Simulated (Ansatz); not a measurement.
The start is a generated cell, TaAs built in the CoSn structure type. The cell and all atomic positions are relaxed at zero pressure with PBE (plane waves to 420 eV, PAW, scalar-relativistic; Ansatz, a quantum-chemistry and plane-wave program). The first steps use a coarse 5×5×5 k-mesh.

The start:
```
CELL_PARAMETERS angstrom
      5.67094     0.00000     0.00000
     -2.83547     4.91118     0.00000
      0.00000     0.00000     4.57596
ATOMIC_POSITIONS crystal
  Ta 0.50000 0.00000 0.00000
  Ta 0.50000 0.50000 0.00000
  Ta 0.00000 0.50000 0.00000
  As 0.00000 0.00000 0.00000
  As 0.33333 0.66667 0.50000
  As 0.66667 0.33333 0.50000
```

**Question.** How large is the pressure on the unrelaxed cell, and of which sign?

**Answer.** -8 GPa (negative: the cell is under tension).

**Question.** How much energy is released per atom?

**Answer.** 0.07 eV/atom.

**Question.** How does the volume change?

**Answer.** -7.1 %, from 21.24 to 19.73 Å³/atom.

**Question.** How do the shortest distances between atoms change?

**Answer.** The closest pairs of elements (up to four, under 3.6 Å), start → end: As–Ta 2.81 → 2.69 Å; Ta–Ta 2.84 → 2.83 Å; As–As 3.27 → 3.27 Å.

**Question.** Is the relaxed structure metallic? Give its gap.

**Answer.** Zero (metallic).

**Question.** What does it relax into? Give the structure.

**Answer.** 
Space group P6/mmm (No. 191); a = b = 5.662 Å, c = 4.264 Å, α = β = 90.00°, γ = 120.00°

```csv
atom,site,symmetry,x,y,z
Ta,3f,mmm,0.0000,0.5000,0.0000
As,1a,6/mmm,0.0000,0.0000,0.0000
As,2d,-6m2,0.3333,0.6667,0.5000
```

The space group stays P6/mmm (No. 191) (the run could not lower it); the end is AFLOW prototype AB_hP6_191_f_ad (B35, as in CoSn), with 6 atoms in the primitive cell. Final values are on a 10×10×11 k-mesh of the relaxed cell. No spin polarisation in the result.

The run could not lose the symmetry of its start; a randomly shaken copy of 12 atoms returns to this structure.

All atoms sit on sites fixed by symmetry, so only the cell could relax.

The relaxed structure here is a generated cell of TaAs: the first start was made by placing the elements on the sites of a structure type, and the end was not matched to a known phase here, so it may be hypothetical. Known forms of TaAs include space group No. 109.
